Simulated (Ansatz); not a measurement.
A relaxed structure of SnSe is spoiled in several ways and relaxed again each time (noise and exchanges are one random draw each; squeezed and stretched starts keep its symmetry, which their runs cannot lower; pressure is positive under compression). These are PBE (plane waves to 420 eV, PAW, scalar-relativistic; Ansatz, a first-principles code) values and carry that method's errors.

```cif
data_Se4Sn4
_chemical_formula_sum 'Sn4 Se4'
_space_group_name_H-M_alt 'Pnma'
_space_group_IT_number 62
_space_group_name_Hall '-P 2ac 2n'
_cell_length_a 11.78142
_cell_length_b 4.20182
_cell_length_c 4.57755
_cell_angle_alpha 90.000
_cell_angle_beta 90.000
_cell_angle_gamma 90.000
loop_
_atom_site_label
_atom_site_type_symbol
_atom_site_symmetry_multiplicity
_atom_site_Wyckoff_symbol
_atom_site_fract_x
_atom_site_fract_y
_atom_site_fract_z
_atom_site_occupancy
Sn1 Sn 4 c 0.12106 0.25000 0.11629 1
Se1 Se 4 c 0.35469 0.25000 0.02253 1
```

### Question
One start gave a first pressure of -4.8 GPa, a largest first force of 0.73 eV/Å and released 0.07 eV/atom. Which change was it?
(A) stretched uniformly to 115 % of its volume
(B) squeezed uniformly to 80 % of its volume
(C) with one Se and one Sn atom exchanged in a cell of 8 atoms

### Answer
A, stretched uniformly to 115 % of its volume. All starts:

```tsv
change	first pressure (GPa)	largest first force (eV/Å)	released (eV/atom)	moves	outcome	final group	E − E(parent) (eV/atom)
with one Se and one Sn atom exchanged in a cell of 8 atoms	0	1.6	0.15 to 0.19	28	trapped higher	P2/m	+0.35
squeezed uniformly to 80 % of its volume	17.0	1.69	0.25	13	returns to the parent	Pnma	0.000
stretched uniformly to 115 % of its volume	-4.8	0.73	0.07	9	returns to the parent	Pnma	0.000
```

First-step values come from each run's starting, coarser k-mesh (2×6×5, 2×6×6, 2×5×5). The runs use different k-meshes, so differences are rounded accordingly. No spin polarisation in the result.
